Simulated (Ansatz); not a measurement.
Ir:
```yaml
crystal:
  lattice:
    - [0.00000, 1.93529, 1.93529]
    - [1.93529, 0.00000, 1.93529]
    - [1.93529, 1.93529, 0.00000]
  atoms:
    - { symbol: Ir, position: [0.00000, 0.00000, 0.00000] }
```

Relaxed with PBE. Special points in fractions of this cell's reciprocal vectors: Γ (0.000, 0.000, 0.000); X (0.500, 0.000, 0.500); U (0.625, 0.250, 0.625); K (0.375, 0.375, 0.750); L (0.500, 0.500, 0.500); W (0.500, 0.250, 0.750).

Task: List the band energies nearest the Fermi level at these points for PBE in the plane-wave PAW code Ansatz.

Result: In eV from the Fermi level; about four levels below and three above (degenerate sets whole), none deeper than 8.9 eV; … stands for higher levels left out; points with the same levels are listed once.

```json
[
 {"k": "Γ", "below": "-3.78 -3.78 -3.78 -1.19 -1.19", "above": "…"},
 {"k": "X", "below": "-7.68 -7.12", "above": "0.80 1.39 1.39"},
 {"k": "U", "below": "-6.74 -5.82 -2.83 -0.89", "above": "0.56 6.11 …"},
 {"k": "L", "below": "-7.89 -3.88 -3.88 -0.75", "above": "0.83 0.83 …"},
 {"k": "W", "below": "-6.08 -4.75 -4.75 -1.77", "above": "1.40 7.90 …"}
]
```

Space group Fm-3m (fcc (Cu type)). The cell was relaxed with PBE under the symmetry of its start. No spin polarisation was allowed. Spin–orbit coupling is left out wherever it is not named.

Potentials: the later of the program's two PAW sets.
